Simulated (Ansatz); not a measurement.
**Compressing ZrMoC2: a fit and a missing row**

ZrMoC2, R-3m, a = 3.189 Å, c = 15.678 Å. The structure is a Materials Project entry; whether it is the stable form wasn't checked. Ansatz: r2SCAN, PAW, 500 eV, Γ-centred 15×15×15 mesh on 4 atoms, Gaussian smearing 0.10 eV; no spin polarisation. Shape and atoms are relaxed at each volume; pressure is positive in compression.

| V (Å³/atom) | P (GPa) |
| --- | --- |
| 10.818 | ? |
| 11.163 | 9.33 |
| 11.508 | 0.00 |
| 11.854 | -7.99 |
| 12.199 | -14.83 |

Problem. Take V0 = 11.508 Å³/atom, fit the third-order Birch–Murnaghan form to the other rows, and predict the missing pressure.

Solution. With the Eulerian strain f = ½[(V0/V)^(2/3) − 1] and y = P/[3f(1 + 2f)^(5/2)], the form is the line y = B0 + 1.5 B0 (B0′ − 4) f. Rows (f, y): 0.01025, 288.4; -0.00978, 286.1; -0.01906, 285.8. Means f = -0.006197, y = 286.77; Σ(Δf)² = 0.0004488, ΣΔfΔy = 0.04169; the slope is their ratio. y = 287.3 + 92.88 f GPa, so B0 = 287.3 GPa and B0′ = 4 + 2 × (92.88)/(3 × 287.3) = 4.22. At V = 10.818, f = 0.02104, y = 289.25 and P = 20.24 GPa. The run gave 20.22 GPa, so the fit is 0.02 GPa too high, within twice the rms miss on the fitted rows (0.01 GPa). The form still works here, 33 % of the fitted range beyond its end.